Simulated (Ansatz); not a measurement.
The calculation used DFT PBE, scalar-relativistic, plane waves, PAW in Ansatz. Cutoff 420 eV, Γ-centred meshes of about 0.25 Å⁻¹ or finer for metals and 0.3 Å⁻¹ for insulators (2π included), Gaussian smearing. No spin polarisation.

All energies are static (0 K, no zero-point motion).

Two relaxed structures of ZrAl₃B₃N:

1.

```yaml
crystal:
  lattice:
    - [3.36934, 0.00000, 0.00000]
    - [0.92626, 5.41891, 0.00000]
    - [0.72394, 2.10170, 5.30950]
  atoms:
    - { symbol: Zr, position: [0.64696, 0.05954, 0.29507] }
    - { symbol: Al, position: [0.07325, 0.54076, 0.89689] }
    - { symbol: Al, position: [0.18435, 0.57713, 0.38286] }
    - { symbol: Al, position: [0.76600, 0.14085, 0.77697] }
    - { symbol: B, position: [0.62393, 0.58998, 0.63716] }
    - { symbol: B, position: [0.27190, 0.91793, 0.01385] }
    - { symbol: B, position: [0.45258, 0.84898, 0.74819] }
    - { symbol: N, position: [0.09354, 0.33520, 0.24051] }
```

2.

```yaml
crystal:
  lattice:
    - [3.42706, 1.97861, 2.52864]
    - [-3.42706, 1.97861, 2.52864]
    - [0.00000, -3.95722, 2.52864]
  atoms:
    - { symbol: Zr, position: [0.91550, 0.91550, 0.91550] }
    - { symbol: Al, position: [0.47693, 0.47693, 0.07305] }
    - { symbol: Al, position: [0.07305, 0.47693, 0.47693] }
    - { symbol: Al, position: [0.47693, 0.07305, 0.47693] }
    - { symbol: B, position: [0.70294, 0.70294, 0.44070] }
    - { symbol: B, position: [0.44070, 0.70294, 0.70294] }
    - { symbol: B, position: [0.70294, 0.44070, 0.70294] }
    - { symbol: N, position: [0.21102, 0.21102, 0.21102] }
```

Problem. Which is lower in energy, and by how much?

Solution. Cell 1 is lower, by 118 meV/atom. Cell 1 has space group P1 (No. 1), 12.1 Å³/atom and no gap on its mesh; cell 2 has space group R3m (No. 160), 12.9 Å³/atom and no gap. Counting B or N atoms around Al and Zr (for each partner element, those within 1.25 times its shortest distance or 1.15 times the sum of covalent radii, where it is the nearest in units of that sum or under 1.3; a plus sign parts groups by distance over the sum of covalent radii; a slash parts the counts of unlike sites), cell 1 has Zr 6, Al 4/4+1/6 and cell 2 has Zr 4+3, Al 4. Cell 1 and cell 2 both hold B–B units of three or more atoms. The denser one is the lower, and pressure would at first widen the difference. In cell 1, around Zr lie 2 N at 2.17–2.22 Å, 4 B at 2.47–2.69 Å, 2 Al at 2.83–2.86 Å and 5 Al at 3.06–3.28 Å; Al on its first site is surrounded by 1 N at 1.87 Å, 3 B at 2.14–2.22 Å, 1 B at 2.48 Å, 1 B at 2.62 Å, 5 Al at 2.87–3.13 Å, 2 Zr at 3.19–3.28 Å and 2 B at 3.20–3.28 Å; around B on its first site lie 1 B at 1.76 Å, 5 Al at 2.17–2.27 Å and 1 Zr at 2.59 Å; around N lie 2 Al at 1.87–1.89 Å and 2 Zr at 2.17–2.22 Å; 4 more sites not described. In cell 2, Zr is surrounded by 1 N at 2.24 Å, 3 B at 2.50 Å, 3 B at 2.93 Å and 3 Al at 2.98 Å; Al is surrounded by 1 N at 1.88 Å, 3 B at 2.10–2.15 Å, 2 Al at 2.77 Å and 1 Zr at 2.98 Å; B is surrounded by 2 B at 1.80 Å, 3 Al at 2.10–2.15 Å and 1 Zr at 2.50 Å; N is surrounded by 3 Al at 1.88 Å and 1 Zr at 2.24 Å. Both come from trial cells of a structure search, whose lowest cell (R3m, 11.2 Å³/atom) lies 50 meV/atom below the lower of the two.

Trial moments fell under 0.15 μB along the way in P1 and R3m; another start might hold them. With atoms moved at random, cell 1 came back. Cell 2 had no clear such test and can be a saddle point. Some types were kept out of the candidates beforehand, so the set may lack a known form.
